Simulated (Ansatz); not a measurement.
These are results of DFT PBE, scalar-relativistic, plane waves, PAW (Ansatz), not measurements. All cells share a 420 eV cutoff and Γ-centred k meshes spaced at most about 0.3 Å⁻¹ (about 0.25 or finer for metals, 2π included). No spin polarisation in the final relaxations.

Temperature and zero-point effects are left out. All come from trial cells, and lower structures may exist.

Question: Order these relaxed structures of TiH5 by energy, lowest first, with the energy over the lowest of them.
1.

```xyz
6
Lattice="0.0000 2.4283 2.4283 2.4283 0.0000 2.4283 2.4283 2.4283 0.0000" Properties=species:S:1:pos:R:3 pbc="T T T"
Ti    1.2141    1.2141    1.2141
H     4.2534    4.2534    4.2534
H     3.0313    3.0313    4.2534
H     3.0313    4.2534    3.0313
H     4.2534    3.0313    3.0313
H     2.4283    2.4283    2.4283
```

2.

```xyz
6
Lattice="-1.8174 1.8174 2.6290 1.8174 -1.8174 2.6290 1.8174 1.8174 -2.6290" Properties=species:S:1:pos:R:3 pbc="T T T"
Ti    0.0000    0.0000    0.0000
H     0.0000    0.0000    1.7408
H     0.0000    0.0000    3.5173
H     0.0000    1.8174    1.3145
H     1.8174    0.0000    1.3145
H     0.0000    0.0000    2.6290
```

3.

```xyz
6
Lattice="2.7847 0.0000 0.0000 -1.3923 2.4116 0.0000 0.0000 0.0000 7.5536" Properties=species:S:1:pos:R:3 pbc="T T T"
Ti    0.0000    0.0000    0.0000
H     1.3923    0.8039    1.1450
H     0.0000    0.0000    3.3793
H     1.3923    0.8039    3.7768
H     0.0000    0.0000    4.1743
H     1.3923    0.8039    6.4086
```

4.

```xyz
6
Lattice="3.3538 0.0000 0.0000 -1.6769 2.9045 0.0000 0.0000 0.0000 2.9251" Properties=species:S:1:pos:R:3 pbc="T T T"
Ti    0.0000    0.0000    0.0000
H     0.0000    1.9363    0.0000
H     1.6769    0.9682    0.0000
H     1.6769    0.0000    1.4626
H     0.8385    1.4522    1.4626
H    -0.8385    1.4522    1.4626
```

Answer: 1 (0 meV/atom), 4 (23 meV/atom), 3 (106 meV/atom), 2 (172 meV/atom). Forms: 1 F-43m; 4 CaCu5 type, P6/mmm; 3 P-6m2; 2 I4/mmm. Counting H atoms around Ti (those within 1.25 times the shortest such distance or 1.15 times the sum of covalent radii; a plus sign parts nearer from farther groups): cell 1 has Ti 16; cell 4 has Ti 6+12; cell 3 has Ti 6; cell 2 has Ti 2. Cell 3 holds H–H pairs as short as in free H₂ molecules (shortest 0.79 Å); cell 2 holds H–H units of three or more atoms (shortest 0.89 Å) (bonds between like non-metal atoms; other contacts aren't counted). Even the lowest lies +0.33 eV/atom against the elements.

No dispersion correction is applied, so the spacing and binding between layers, chains or molecules are poorly described (P-6m2), and this can change margins and order among such cells. With hydrogen, zero-point motion can shift such differences by 10 meV/atom or more. A magnetic state wasn't ruled out in cells without spin, among them I4/mmm. Cells relaxed within their symmetry can be saddle points. Some structure types and database cells were kept out of the candidates from the start, so a known form may be missing.
